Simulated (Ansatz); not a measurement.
Polymorphs of Li, each relaxed with DFT-r²SCAN in the program Ansatz with PAW potentials:

A: bcc (W type) (Im-3m)
a = 3.4761 Å, b = 3.4761 Å, c = 3.4761 Å, α = 90.00°, β = 90.00°, γ = 90.00°

```json
[
 {"atom": "Li", "site": "2a", "symmetry": "m-3m", "x": "0.0000", "y": "0.0000", "z": "0.0000"}
]
```

B: Pmma
a = 5.5781 Å, b = 7.7776 Å, c = 2.9171 Å, α = 90.00°, β = 90.00°, γ = 90.00°

```tsv
atom	site	symmetry	x	y	z
Li	2c	.2/m.	0.0000	0.0000	0.5000
Li	4k	m..	0.2500	0.3214	0.1788
```

Problem. Put the candidates in order of energy per atom at 0 K, lowest first, for r²SCAN.

Solution. A (+0 meV/atom), B (+43 meV/atom)

Not the usual ambient phase: B. Unstable at this level: B. All cells were relaxed under the symmetry of their starts (and spin orders); stability against distortions was not tested throughout.

Energies hold the estimated change up to a 700 eV cutoff; steps of a few meV lie near the error of the meshes.

Potentials: the earlier of the program's two PAW sets. The files were generated under PBE; for other functionals the program regenerates the frozen cores, and for LDA and PBEsol the local potential too.
